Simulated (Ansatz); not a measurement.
SiO2 (rutile)

```xyz
6
Lattice="4.1946 0.0000 0.0000 0.0000 4.1946 0.0000 0.0000 0.0000 2.6784" Properties=species:S:1:pos:R:3 pbc="T T T"
Si     0.0000     0.0000     0.0000
Si     2.0973     2.0973     1.3392
O      1.2838     1.2838     0.0000
O      3.3811     0.8135     1.3392
O      0.8135     3.3811     1.3392
O      2.9108     2.9108     0.0000
```

The relaxed cell is deformed in two ways at once: its volume V is scaled, and at that volume it is stretched along z (the c axis of the conventional cell) so that c/a changes. Fractional atomic positions are held.

Calculation: PBEsol (plane waves to 420 eV, PAW, scalar-relativistic; Ansatz, an electronic-structure program). k mesh 8×8×12 (Γ-centred), Fermi-Dirac smearing 0.05 eV. Energies are smeared free energies. As the atoms are clamped, bonds stretch with the cell, which overstates energies and stresses. SiO2 was relaxed with its symmetry unable to fall. The zero of ΔE is the relaxed starting cell.

```json
[
 {"ΔE (meV/atom)": "(c/a)/(c/a)₀ = 0.960", "V/V₀ = 0.920": "…", "V/V₀ = 0.960": "30.8", "V/V₀ = 1.000": "12.9", "V/V₀ = 1.040": "20.2", "V/V₀ = 1.080": "48.2"},
 {"ΔE (meV/atom)": "(c/a)/(c/a)₀ = 0.980", "V/V₀ = 0.920": "64.9", "V/V₀ = 0.960": "18.5", "V/V₀ = 1.000": "3.1", "V/V₀ = 1.040": "12.8", "V/V₀ = 1.080": "42.9"},
 {"ΔE (meV/atom)": "(c/a)/(c/a)₀ = 1.000", "V/V₀ = 0.920": "57.4", "V/V₀ = 0.960": "…", "V/V₀ = 1.000": "0.0", "V/V₀ = 1.040": "11.6", "V/V₀ = 1.080": "43.5"},
 {"ΔE (meV/atom)": "(c/a)/(c/a)₀ = 1.020", "V/V₀ = 0.920": "56.7", "V/V₀ = 0.960": "14.5", "V/V₀ = 1.000": "2.9", "V/V₀ = 1.040": "16.1", "V/V₀ = 1.080": "…"},
 {"ΔE (meV/atom)": "(c/a)/(c/a)₀ = 1.040", "V/V₀ = 0.920": "62.1", "V/V₀ = 0.960": "21.4", "V/V₀ = 1.000": "11.1", "V/V₀ = 1.040": "25.5", "V/V₀ = 1.080": "60.0"}
]
```

**Question.** Complete the blanks.

**Answer.** 
- (c/a)/(c/a)₀ = 0.960, V/V₀ = 0.920: 79.9
- (c/a)/(c/a)₀ = 1.000, V/V₀ = 0.960: 13.3
- (c/a)/(c/a)₀ = 1.020, V/V₀ = 1.080: 49.4

(A scan under strain: stresses follow from slopes of the energy per volume, elastic moduli from its curvatures.)
